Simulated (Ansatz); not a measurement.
Relaxed Ta (bcc, W type):

```xyz
2
Lattice="-3.3051 3.3051 3.3051 1.6526 -1.6526 1.6526 1.6526 1.6526 -1.6526" Properties=species:S:1:pos:R:3 pbc="T T T"
Ta     0.0000     0.0000     0.0000
Ta    -1.6526     1.6526     1.6526
```

The atoms are displaced by Q × the pattern below (from a DFPT mode at N = (0.5, 0.0, 0.0), largest move 1; Q in Å), at fixed cell. (q is in reciprocal vectors of the primitive cell; the cell shown is doubled to hold the pattern.)

```tsv
atom	x	y	z
Ta1	0.000	-0.707	-0.707
Ta2	0.000	0.707	0.707
```

The numbers are results of r2SCAN (plane waves to 500 eV, PAW, scalar-relativistic; Ansatz, an electronic-structure program), not measurements. k mesh 10×20×20 (Γ-centred), Fermi-Dirac smearing 0.05 eV. E stands for the smeared free energy. Left out: 4 of 13 points, with atoms too close for the PAW data. With partly filled bands, energies and forces of such displacements shift with the k mesh and the smearing. Spin-orbit coupling is left out, though Ta is heavy. Ta is run without spin polarisation. Ta was relaxed with its symmetry unable to fall. The PAW data are Ansatz's earlier set. ΔE is measured from the undisplaced structure. The last digit holds for this mesh only.

```
Q (Å)    ΔE (meV/cell)
-------  -------------
-0.1867          616.2
-0.1400          320.9
-0.0933       withheld
-0.0467           28.9
0.0000             0.0
0.0467            28.9
0.0933        withheld
0.1400           320.9
0.1867           616.2
```

### Question
Fit an even polynomial form (powers 2, 4, 6) to the given rows and predict ΔE at Q = 0.0933.

### Answer
Least squares on the 7 given rows: ΔE = (12740)·Q² + (241600)·Q⁴ + (-2864000)·Q⁶, in meV/cell with Q in Å; root-mean-square residual 0.07 meV/cell. At 0.0933 the fit gives 127.3 meV/cell; the calculation gives 130.3 meV/cell, so the interpolation is off by -3.0 (-2.3 %). The quadratic term alone would give 110.9 meV/cell.

(For displaced atoms, the force is minus the slope of the energy, and its curvature is a force constant, which sets phonon frequencies.)
